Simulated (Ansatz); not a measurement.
FeCo:
```xyz
4
Lattice="0.0000 2.7947 2.7947 2.7947 0.0000 2.7947 2.7947 2.7947 0.0000" Properties=species:S:1:pos:R:3 pbc="T T T"
Fe     1.3973     1.3973     1.3973
Fe     0.0000     0.0000     0.0000
Co     2.7947     2.7947     2.7947
Co     4.1920     4.1920     4.1920
```
The run is spin-polarised; directions of the spins, atom by atom: ↑ ↑ ↑ ↑.

Relaxed with PBEsol. Special points in fractions of this cell's reciprocal vectors: Γ (0.000, 0.000, 0.000); X (0.500, 0.000, 0.500); U (0.625, 0.250, 0.625); K (0.375, 0.375, 0.750); L (0.500, 0.500, 0.500); W (0.500, 0.250, 0.750).

**Question.** List the band energies nearest the Fermi level at these points for plane-wave PAW PBEsol (Ansatz code).

**Answer.** In eV from the Fermi level; about four levels below and three above (degenerate sets whole), none deeper than 8.9 eV; … stands for higher levels left out; points with the same levels are listed once.

| k | below | above |
|---|---|---|
| Γ ↑ | -1.22 -1.22 -0.51 -0.51 -0.51 | 8.15 8.15 8.15 |
| X ↑ | -0.20 -0.20 -0.11 -0.11 | … |
| U ↑ | -1.19 -1.19 -0.66 -0.24 | 0.02 0.03 1.81 |
| L ↑ | -0.96 -0.96 -0.78 -0.33 | 6.54 6.54 … |
| W ↑ | -0.07 -0.07 -0.06 -0.06 | … |
| Γ ↓ | -2.50 -2.50 -2.50 -0.93 -0.93 -0.93 | 0.41 0.41 1.25 1.25 |
| X ↓ | -0.75 -0.75 -0.52 -0.52 | 0.08 0.08 0.11 0.11 |
| U ↓ | -1.31 -1.31 -1.28 -0.93 -0.26 | 0.04 0.11 0.60 |
| L ↓ | -2.23 -2.23 -1.80 -1.72 -1.72 | 0.46 0.46 0.61 0.61 |
| W ↓ | -1.47 -1.47 -1.43 -1.43 | 0.05 0.05 0.34 0.34 |

Space group Fd-3m. The cell is a constructed one: a structure type filled with these elements; neither database checked (COD, Materials Project) lists it. It is not the phase usual at ambient conditions (space group No. 221). The cell was relaxed with PBEsol under the symmetry of its start; its stability against distortions is not shown here. Spin order of the final state: ferromagnetic, chosen from 5 collinear starts compared on coarse meshes (ties went to the first, and starts can fall back to one state), not a proven ground state.

Potentials: the earlier of the program's two PAW sets. The files were generated under PBE; for other functionals the program regenerates the frozen cores, and for LDA and PBEsol the local potential too.
